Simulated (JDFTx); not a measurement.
System: toluene, C7H8 (SMILES Cc1ccccc1), charge 0, multiplicity 1; geometry: optimised with GFN2-xTB in vacuum (no frequencies checked; largest PBE force component 0.5 eV/Å).

Computed with JDFTx (a modified build): PBE, GBRV ultrasoft potentials, plane waves to 20/100 Ha. Liquid: CANDLE, water, 2 M NaCl. The liquid run sits in a periodic box with 3.75 Å from the outermost atoms to the faces; the vacuum run is isolated. The box matters at about 0.01 eV. ΔG_solv is the difference of the two single-point energies, liquid minus vacuum; no corrections are added.

Q: What does the calculation give for the solvation energy, its fluid terms and the levels?

A: 
| Item | Value |
|---|---|
| solvation energy | -0.9 kcal/mol |
| part: cavitation term of the fluid | 14.9 kcal/mol |
| part: dispersion term of the fluid | -12.7 kcal/mol |
| part: electrostatic term of the fluid | -3.9 kcal/mol |
| part: distortion of the solute's electrons | 0.8 kcal/mol |
| dipole moment in vacuum | 0.42 D |
| dipole moment in the liquid | 0.61 D |
| highest occupied level in vacuum (zero: vacuum level) | -6.02 eV |
| highest occupied level in the liquid (zero: bulk electrolyte) | -5.95 eV |
